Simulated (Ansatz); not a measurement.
BN:
```xyz
4
Lattice="2.4883 0.0000 0.0000 -1.2442 2.1549 0.0000 0.0000 0.0000 6.4951" Properties=species:S:1:pos:R:3 pbc="T T T"
B      1.2442     0.7183     1.6238
N      0.0000     1.4366     1.6238
B      0.0000     1.4366     4.8713
N      1.2442     0.7183     4.8713
```

Relaxed with LDA.

### Question
Give the optical modes at the zone centre with their infrared and Raman activity from DFPT, LDA in the plane-wave PAW code Ansatz.

### Answer
Transverse frequencies, without the LO–TO term; a row sums one degenerate level.

```tsv
ω (cm⁻¹)	degeneracy	IR ((D/Å)²/amu)	Raman (Å⁴/amu)	activity	symmetry
50	2	0.00	0.084	Raman	E2g
113	1	0.00	0	silent	B1g
752	1	4.88	0	IR	A2u
811	1	0.00	0	silent	B1g
1386	2	0.00	740	Raman	E2g
1386	2	110.83	0	IR	E1u
```

### Question
How high does the top mode go among those that the LO–TO term moves?

### Answer
1617 cm⁻¹ for q along x, 1617 cm⁻¹ for q along y, 819 cm⁻¹ for q along z.

Space group P6_3/mmc. Symmetry was held in the LDA relaxation; phonons on a q-mesh show no instability. A crystal of weakly bound layers computed without a dispersion correction: the cell and the soft elastic constants depend strongly on that.

Potentials: the earlier of the program's two PAW sets.
